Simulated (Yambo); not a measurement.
Yambo run on RbH (rock salt, space group Fm-3m, No. 225). The wavefunctions come from this Quantum ESPRESSO step (PBEsol, PseudoDojo standard norm-conserving files, scalar-relativistic):

```
&CONTROL
  calculation = 'nscf'
  pseudo_dir = './pseudo'
  outdir = './out'
/
&SYSTEM
  ibrav = 0
  nat = 2
  ntyp = 2
  ecutwfc = 72.0
  ecutrho = 288.0
  occupations = 'fixed'
  force_symmorphic = .true.
  nbnd = 119
/
&ELECTRONS
  conv_thr = 2e-09
  diago_full_acc = .true.
  diago_thr_init = 1e-08
/
ATOMIC_SPECIES
H 1.0080 H.upf
Rb 85.4678 Rb.upf
CELL_PARAMETERS angstrom
  0.000000000000   3.004080000000   3.004080000000
  3.004080000000   0.000000000000   3.004080000000
  3.004080000000   3.004080000000   0.000000000000
ATOMIC_POSITIONS crystal
H   0.000000000000   0.000000000000   0.000000000000
Rb   0.500000000000   0.500000000000   0.500000000000
K_POINTS automatic
4 4 4 0 0 0
```

Yambo input:

```
rim_cut
gw0
dyson
el_el_corr
HF_and_locXC
ppa
em1d
RandQpts= 1000000
RandGvec= 1 Ry
EXXRLvcs= 72 Ry
VXCRLvcs= 288 Ry
Chimod= "HARTREE"
% BndsRnXp
 1 | 117 |
%
NGsBlkXp= 10 Ry
% LongDrXp
 1.0 | 1.0 | 1.0 |
%
PPAPntXp= 27.2114 eV
% GbndRnge
 1 | 117 |
%
GTermKind= "BG"
DysSolver= "n"
ExtendOut
% QPkrange
 1 | 1 | 5 | 6 |
 3 | 3 | 5 | 6 |
%
```

k points by index: 1 = Γ, 3 = L.

Table of the .qp output:

```
#    K-point    Band    Eo [eV]    E [eV]    E-Eo [eV]    Vxc [eV]    Vnlxc [eV]    Sc|Eo [eV]    Sc|E [eV]    dSc/dw|Eo [eV]    Re(Z)    Im(Z)
#
    1    5    -1.948387    -3.925565    -1.977179    -8.301969    -12.21230    1.455080    1.933152    -6.578345    0.805305    -0.002937
    1    6    6.721019    7.334042    0.613023    -8.880660    -4.565097    -3.564128    -3.702540    -6.141832    0.815850    -0.001919
    3    5    0.000000    -1.903200    -1.903200    -10.11585    -13.63309    1.155938    1.614042    -6.549374    0.806003    -0.001532
    3    6    2.723265    3.364770    0.641506    -6.581760    -2.832965    -2.998119    -3.107289    -4.629863    0.854594    -0.001216
```
(The two width columns are left out.) Convergence of these settings isn't established.

Geometry of the Materials Project entry, not relaxed at this level.
